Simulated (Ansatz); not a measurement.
Ansatz (an electronic-structure program) input:

Ansatz 0.2 input:
```yaml
crystal:
  lattice:
    - [3.5061159801, 0.0, 0.0]
    - [0.0, 3.5061159801, 0.0]
    - [0.0, 0.0, 3.5061159801]
  atoms:
    - { symbol: Si, position: [0.0, 0.0, 0.0] }
    - { symbol: Ni, position: [0.0, 0.5, 0.5] }
    - { symbol: Ni, position: [0.5, 0.0, 0.5] }
    - { symbol: Ni, position: [0.5, 0.5, 0.0] }
kpoints:
  mp_grid: { grid: [12, 12, 12] }
basis: { xc_grid: 2 }
hamiltonian:
  xc: pbe
  pseudopotentials: { kind: paw }
scf:
  occupations: { method: gaussian, width: 0.05 }
checkpoint: { read: metal.run }
output: { bader: true, populations: true }
```

Output (shortened):

```
Pseudopotential: Si, paw, valence charge 4
Pseudopotential: Ni, paw, valence charge 18
Functional definition: PBE
Crystal: 4 atoms, lattice volume = 43.100 Å³
Basis set: ecut = 420 eV, 847 PW (Γ), exchange–correlation on 48×48×48 points (8 copies of the dense FFT grid, shifted against one another)
Bands: 35, of which v1, the nominal top of the filled ones, is band 29 counted from 1 (28 counted from 0)
Symmetry: 48 space group operations
Space group: Pm-3m (ITA 221), of the structure as read, at distance tolerance 3.5e-5 Å
k-points: 84 of 1728
Stability of the state it starts from, as read at its close in the unpolarized treatment …
iter 1 solved again at ethr=2.46e-7 eV; its pass at ethr=3.10e-3 eV (dr2=1.43e-4 eV) is discarded
SCF iter   1: F=—  HF=-18156.801703 eV  |F-HF|=—  |Δ(HF+E_count)|=         —  Δρ=1.35e-6  dr2=4.76e-10  ethr=2.46e-7  ⟨swp⟩=3.0  Hψ=18572  notcnv=0
preconditioner: auto → Kerker (q_TF=auto, 2.867 Å⁻¹)
SCF iter   2: F=—  HF=-18156.801702 eV  |F-HF|=—  |Δ(HF+E_count)|=   4.22e-7  Δρ=7.39e-7  dr2=1.30e-10  ethr=1.00e-12  ⟨swp⟩=6.6  Hψ=12453  notcnv=0
SCF iter   3: F=-18156.801702 eV  HF=-18156.801702 eV  |F-HF|=3.64e-11  |Δ(HF+E_count)|=  1.46e-11  Δρ=3.28e-7  dr2=3.60e-11  ethr=1.00e-12  ⟨swp⟩=1.0  Hψ=6222  notcnv=0
SCF 1 converged in 3 iterations: F = -18156.801702 eV  dr2 = 3.60e-11
SCF converged after 3 iterations
Free energy (F): -18156.801702 eV
Harris-Foulkes:  -18156.801702 eV  (|F-HF|=3.64e-11)
Internal energy: -18156.798678 eV  (E = F + TS)
E sigma→0 (E₀):  -18156.800190 eV
Entropy (-TS):   -0.003024 eV (-0.756 meV/atom)
Fermi energy:    17.506182 eV
--- Per-component energies (eV) ---
  E_band       = -844.619820
  E_kinetic    = 895.880194
  E_local      = -11627.296255  (includes V_loc(G=0)·N_el)
  E_nonlocal   = 1931.878973
  E_hartree    = 4958.501227
  E_xc         = -313.177330
  E_vxc        = -379.754019  (∫ρ·V_xc dr)
  E_paw        = -5403.907015  (= ΣΔE_a)
  E_vpaw       = -1582.333198  (= ΣTr[D̂ρ^β])
  E_aug_tail   = 0.001552  (compensation charges beyond the density's cutoff)
  E_ewald      = -8598.680026
  E_smearing   = -0.003024  (= −TS)
  E_closure    = 0.000000  (closes the sum)
  Σ components = -18156.801702   (vs F -18156.801702, Δ=0.00e0)
  [band-id]    e_kinetic+e_local+e_nonlocal+2·e_hartree+e_vxc+e_vpaw+e_augmentation_tail = -844.620297   (vs E_band -844.619820, Δ=-4.77e-4)
--- Band table (eV; the first three rows and the last of 84) ---
  k-point 0: bands = ["-85.6740", "-85.6382", "-85.6382", "-46.1466", "-46.1466", "-46.1466", "-46.0907", "-46.0907", "-46.0907", "-45.9258", "-45.9258", "-45.9258", "5.5196", "12.5834", "13.4224", "13.4224", "13.9492", "13.9492", "13.9492", "15.9591", …
  k-point 1: bands = ["-85.6734", "-85.6387", "-85.6382", "-46.1454", "-46.1454", "-46.1449", "-46.0911", "-46.0911", "-46.0908", "-45.9278", "-45.9267", "-45.9267", "5.6011", "12.6002", "13.3029", "13.4806", "13.9418", "13.9418", "13.9731", "15.7779", …
  k-point 2: bands = ["-85.6718", "-85.6403", "-85.6381", "-46.1417", "-46.1417", "-46.1401", "-46.0923", "-46.0923", "-46.0911", "-45.9334", "-45.9291", "-45.9291", "5.8425", "12.4872", "13.0702", "13.6488", "13.9155", "13.9155", "14.0419", "15.5172", …
  k-point 83: bands = ["-85.6500", "-85.6500", "-85.6500", "-46.1712", "-46.1712", "-46.1712", "-46.0921", "-46.0368", "-46.0368", "-46.0368", "-45.8932", "-45.8932", "9.3268", "13.2022", "13.2022", "13.2022", "13.7309", "13.7309", "13.7309", "15.2955", …
--- Löwdin populations: 4 sites ---
  site symbol       q [e]
     0     Si      4.4031
     1     Ni     17.6348
     2     Ni     17.6348
     3     Ni     17.6348
  spilling = 0.011942 (of n_electrons = 58.000000)
--- Bader charges: 4 sites ---
  site symbol  charge [e]  shift [e]
     0     Si      0.4203     0.0074
     1     Ni     -0.1401     0.0025
     2     Ni     -0.1401     0.0025
     3     Ni     -0.1401     0.0025
  shift: an alarm, by how much a part of what the PAW files miss would move the charge. Where it is large, compare
  with a run on PAW files of another source; a small one proves nothing
  estimated error of the sums over rays = 3.5e-4 e
```

Cost: very roughly 50 core-seconds on shared cores.

Symmetry was held in the PBE relaxation; of distortions, only those at the zone centre were tested. The run is not spin-polarised.

Potentials: the later of the program's two PAW sets.

Ansatz is a plane-wave DFT program.
